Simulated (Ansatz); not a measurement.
**Computed properties of BAs**

BAs:
```cif
data_As3B3
_chemical_formula_sum 'B3 As3'
_space_group_name_H-M_alt 'P 1'
_space_group_IT_number 1
_cell_length_a 3.45873
_cell_length_b 3.45873
_cell_length_c 7.48156
_cell_angle_alpha 90.000
_cell_angle_beta 90.000
_cell_angle_gamma 120.000
loop_
_space_group_symop_operation_xyz
  'x, y, z'
loop_
_atom_site_label
_atom_site_type_symbol
_atom_site_fract_x
_atom_site_fract_y
_atom_site_fract_z
_atom_site_occupancy
B1 B 0.00000 0.50000 0.33333 1
B2 B 0.50000 0.50000 0.66667 1
B3 B 0.50000 0.00000 0.00000 1
As1 As 0.00000 0.50000 0.83333 1
As2 As 0.50000 0.50000 0.16667 1
As3 As 0.50000 0.00000 0.50000 1
```

Space group P6_422 (No. 181); conventional cell a = b = 3.459 Å, c = 7.482 Å, α = β = 90.00°, γ = 120.00°.

Method: PBE in the plane-wave PAW code Ansatz. Geometry: relaxed at this level of theory. Other levels are named where they apply.

Cell and energy:

* **Volume per atom**: 12.92 Å³
* **Density**: 5.51 g/cm³
* **Formation energy from the elements (no fitted shifts)**: 0.42 eV/atom

Electronic structure:

- Band gap = 0.48 eV (indirect)
- Valence-band maximum = at Γ
- Conduction-band minimum = at M (3 equivalent valleys)
- Smallest direct gap on the standard path = 2.13 eV
- Electron effective mass = 0.21, 0.33, 0.35 mₑ (principal values)
- Hole effective mass = 0.18, 0.45, 0.45 mₑ (principal values)
- Gap with spin–orbit coupling = 0.47 eV (the band order may be inverted)

Mechanics:

- Bulk modulus (Birch–Murnaghan fit): 136 GPa
- Pressure derivative B′: 4.3

The start of the workflow was typed in or built on a structure type; neither database checked (COD, Materials Project) lists it. It is not the phase usual at ambient conditions (space group No. 216). The cell was relaxed with PBE under the symmetry of its start; its stability against distortions is not shown here. Its formation energy is positive at this level, so the cell may be metastable or incomplete. The references are the lowest solids computed at this level, not always the standard phases. Spin–orbit coupling is left out wherever it is not named.

Potentials: the later of the program's two PAW sets.
